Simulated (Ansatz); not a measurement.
Input:

MgO:
Space group R-3m, hexagonal axes (No. 166); a = b = 2.9606 Å, c = 59.2405 Å, α = β = 90.00°, γ = 120.00°

| atom | site | symmetry | x | y | z |
|---|---|---|---|---|---|
| Mg | 6c | 3m | 0.0000 | 0.0000 | 0.3756 |
| Mg | 6c | 3m | 0.0000 | 0.0000 | 0.2077 |
| Mg | 6c | 3m | 0.0000 | 0.0000 | 0.0846 |
| Mg | 3b | -3m | 0.0000 | 0.0000 | 0.5000 |
| Mg | 3a | -3m | 0.0000 | 0.0000 | 0.0000 |
| O | 6c | 3m | 0.0000 | 0.0000 | 0.1462 |
| O | 6c | 3m | 0.0000 | 0.0000 | 0.4385 |
| O | 6c | 3m | 0.0000 | 0.0000 | 0.3129 |
| O | 6c | 3m | 0.0000 | 0.0000 | 0.2692 |
(The calculation used a cell of 16 atoms; values per cell refer to that cell.)

This is the r²SCAN-relaxed structure.

Problem. All from r²SCAN in the plane-wave PAW code Ansatz, unless another level is named. Estimate the electron effective mass.

Solution. 0.36, 0.36, 0.71 mₑ (principal values).

Problem. What about the formation energy from the elements (no fitted shifts)?

Solution. -2.89 eV/atom.

Problem. Next, the HSE06 gap on the r²SCAN cell?

Solution. 5.84 eV.

Problem. Predict the band gap.

Solution. 4.99 eV (smallest direct gap 5.00 eV).

Problem. Next, the weight of the valence-edge state by species (Voronoi cells)?

Solution. O 94 %, Mg 6 %.

The workflow started from a Materials Project entry (that database holds measured and hypothetical structures alike); the Crystallography Open Database copy checked does not list it. It is not the phase usual at ambient conditions (space group No. 225). Symmetry was held in the r²SCAN relaxation; its stability against distortions is not shown here. The references are the lowest solids computed at this level, not always the standard phases (solids in place of the gases).

Potentials: the later of the program's two PAW sets.
